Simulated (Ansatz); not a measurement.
GdIn:
```
GdIn
1.0
    3.79029     0.00000     0.00000
    0.00000     3.79029     0.00000
    0.00000     0.00000     3.78529
Gd In
1 1
Direct
  0.00000   0.00000   0.00000
  0.50000   0.50000   0.50000
```
The run is spin-polarised; directions of the spins, atom by atom: ↑ 0.

Relaxed with r²SCAN.

**Question.** Give the Bader charges and basin volumes of the independent atoms, r²SCAN in the plane-wave PAW code Ansatz.

**Answer.** 

```tsv
atom	Bader charge (e)	Bader volume (Å³)
Gd1	+1.22	21.3
In2	-1.22	33.0
```

Space group Pm-3m (CsCl type). The workflow started from an entry of the Crystallography Open Database (COD), which files this formula under 2 space groups. Its standing as an ambient phase is unchecked. Symmetry was held in the r²SCAN relaxation; its stability against distortions is not shown here. The final state is ferromagnetic, the only order run, not a proven ground state. The cell computed holds one magnetic atom, so no antiferromagnetic order was within reach. Caveat: open 4f shells can settle in a state that is not the lowest. Other orbital occupations within this spin state were not tried. No Hubbard U is applied. Spin–orbit coupling is left out wherever it is not named.

Potentials: the later of the program's two PAW sets.
